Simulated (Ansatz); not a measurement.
Task: Each is relaxed and computed with r²SCAN (plane waves, PAW; program Ansatz). Which is the only metal?
A. In2Ge2O7, C2/m (Pearson symbol mS22)
B. La2O3, La2O3 or Ni2Al3 type
C. NiI2, R-3m (Ni on 3a, I on 6c)
D. LaNiGe3, I4mm (La on 2a, Ni on 2a, Ge on 4b, Ge on 2a)

Result: D, LaNiGe3, I4mm (La on 2a, Ni on 2a, Ge on 4b, Ge on 2a). LaNiGe3: metal; In2Ge2O7: gap 2.75 eV (direct); La2O3: gap 4.23 eV (indirect); NiI2: gap 1.06 eV (indirect). Spin orders computed, not proven ground states: NiI2, R-3m (Ni on 3a, I on 6c) ferromagnetic. Standing as an ambient phase not checked: LaNiGe3, I4mm (La on 2a, Ni on 2a, Ge on 4b, Ge on 2a); In2Ge2O7, C2/m (Pearson symbol mS22); NiI2, R-3m (Ni on 3a, I on 6c). Weakly bound layers, chains or molecules computed without a dispersion correction, so cells and soft constants are ill determined: NiI2, R-3m (Ni on 3a, I on 6c). All cells were relaxed under the symmetry of their starts (and spin orders); stability against distortions was not tested throughout. Rows with no word on spin ran without spin polarisation. Scalar-relativistic: spin–orbit coupling is off unless named, which matters more the heavier the elements.

Potentials: the later of the program's two PAW sets.
